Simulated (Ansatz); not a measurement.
Relaxed InP (zinc blende):

```
CELL_PARAMETERS angstrom
      0.00000     2.95351     2.95351
      2.95351     0.00000     2.95351
      2.95351     2.95351     0.00000
ATOMIC_POSITIONS crystal
  P  0.75000 0.75000 0.75000
  In 0.00000 0.00000 0.00000
```

In each cell atom 2 (In, nearest neighbour P at 2.558 Å; its periodic images, 4.2 Å or more away, move with it) moves by s·(0.577, 0.577, 0.577) (along Cartesian [111]), the rest being held.

These are r2SCAN (plane waves to 500 eV, PAW, scalar-relativistic; Ansatz, a first-principles code) values and carry that method's errors. k mesh 8×8×8 (Γ-centred), Fermi-Dirac smearing 0.05 eV. Energies are smeared free energies. InP was relaxed with its symmetry unable to fall. The zero of ΔE is the undisplaced structure.

```
s (Å)   ΔE (meV/cell)
------  -------------
-0.510           1877
-0.408           1058
-0.306            527
-0.204            208
-0.102             46
0.000               0
0.102              36
0.204             127
0.306        withheld
0.408             389
0.510             527
```

Q: Fit a polynomial form (powers 2, 3, 4) to the given rows and predict ΔE at s = 0.306.

A: Least squares on the 10 given rows: ΔE = (3847)·s² + (-5051)·s³ + (2978)·s⁴, in meV/cell with s in Å; root-mean-square residual 4.9 meV/cell. At 0.306 the fit gives 242 meV/cell; the calculation gives 251 meV/cell, so the interpolation is off by -9 (-3.6 %). The quadratic term alone would give 360 meV/cell.

(A displaced cell: forces are minus the slopes of the energy, force constants its curvatures, and phonons follow from these.)
